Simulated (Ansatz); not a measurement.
GaReSi: field gradients at two levels of theory

Cell: a COD entry, its atoms then relaxed with PBE in this cell.

```cif
data_GaReSi
_symmetry_space_group_name_H-M 'P4/nmm:1'
_symmetry_Int_Tables_number 129
_cell_length_a 3.1942
_cell_length_b 3.1942
_cell_length_c 8.0540
_cell_angle_alpha 90.000
_cell_angle_beta 90.000
_cell_angle_gamma 90.000
loop_
_atom_site_label
_atom_site_type_symbol
_atom_site_symmetry_multiplicity
_atom_site_Wyckoff_symbol
_atom_site_fract_x
_atom_site_fract_y
_atom_site_fract_z
Ga Ga 2 c 0.5000 0.0000 0.9145
Si Si 2 c 0.0000 0.5000 0.4155
Re Re 2 c 0.0000 0.5000 0.7297
```

One atom of each set is listed.

First run. The numbers come from a DFT calculation in Ansatz (PBE, plane waves and PAW, scalar-relativistic, 420 eV cutoff, Γ-centred 10×10×4 k-points, Fermi–Dirac smearing 0.05 eV).

| site | V_zz (10²¹ V/m²) | η |
| --- | --- | --- |
| Ga | -3.04 | 0.00 |
| Si | -1.58 | 0.00 |
| Re | -19.11 | 0.00 |

Second run. The same atoms and settings, except that the functional is r2SCAN and the cutoff is 500 eV.

Question: Given the first result, estimate the second.

Answer: 

| site | V_zz | η | change of V_zz |
| --- | --- | --- | --- |
| Ga | -3.36 | 0.00 | -0.32 |
| Si | -1.65 | 0.00 | -0.07 |
| Re | -19.43 | 0.00 | -0.32 |

The largest change of V_zz is on Ga, from -3.04 to -3.36. In per cent, |V_zz| changes by +11 on Ga, +4 on Si, +2 on Re (all sites that start above 0.5).

Spin–orbit coupling is left out, which shifts gradients on Re by a few per cent in wide-gap crystals, and can shift them far more where the calculated gap is small or absent, as here.
For the first run: With a gap of 0.16 eV under a smearing of 0.05 eV the band edges are partly filled, so small gradients can hang on the smearing and the k-mesh.
For the second run: With a gap of 0.3 eV under a smearing of 0.05 eV the band edges are partly filled, so small gradients can hang on the smearing and the k-mesh.
